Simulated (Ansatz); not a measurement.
Starting cell, Mo (bcc, W type):

```yaml
crystal:
  lattice:
    - [-3.16074, 3.16074, 3.16074]
    - [1.58037, -1.58037, 1.58037]
    - [1.58037, 1.58037, -1.58037]
  atoms:
    - { symbol: Mo, position: [0.00000, 0.00000, 0.00000] }
    - { symbol: Mo, position: [0.50000, 0.00000, 0.00000] }
```

A phonon eigenvector at N = (0.5, 0.0, 0.0) is frozen into this cell: atom i moves by Q times the vector below, so Q is the largest atomic displacement, in Å. The cell is held. (q is in reciprocal vectors of the primitive cell; the cell shown is doubled to hold the pattern.)

```tsv
atom	x	y	z
Mo1	1.000	0.000	0.000
Mo2	-1.000	0.000	0.000
```

These are PBE (plane waves to 420 eV, PAW, scalar-relativistic; Ansatz, a first-principles code) values and carry that method's errors. k mesh 21×21×21 (Γ-centred), Fermi-Dirac smearing 0.05 eV. Energies are smeared free energies. With partly filled bands, energies and forces of such displacements shift with the k mesh and the smearing. Mo is run without spin polarisation. Mo was relaxed with its symmetry unable to fall. The zero of ΔE is the undisplaced structure. The last digit holds for this mesh only.

| Q (Å) | ΔE (meV/cell) |
|---|---|
| -0.180 | withheld |
| -0.150 | 185.2 |
| -0.120 | 112.7 |
| -0.090 | 59.8 |
| -0.060 | 25.0 |
| -0.030 | 6.0 |
| 0.000 | 0.0 |
| 0.030 | 6.0 |
| 0.060 | 25.0 |
| 0.090 | 59.8 |
| 0.120 | 112.7 |
| 0.150 | 185.2 |
| 0.180 | withheld |

**Question.** Fit an even polynomial form (powers 2, 4, 6) to the given rows and predict ΔE at Q = 0.180.

**Answer.** Least squares on the 11 given rows: ΔE = (6597)·Q² + (108600)·Q⁴ + (-1598000)·Q⁶, in meV/cell with Q in Å; root-mean-square residual 0.06 meV/cell. At 0.180 the fit gives 273.4 meV/cell; the calculation gives 278.6 meV/cell, so the extrapolation is off by -5.2 (-1.9 %). The quadratic term alone would give 213.7 meV/cell.

(A displaced cell: forces are minus the slopes of the energy, force constants its curvatures, and phonons follow from these.)
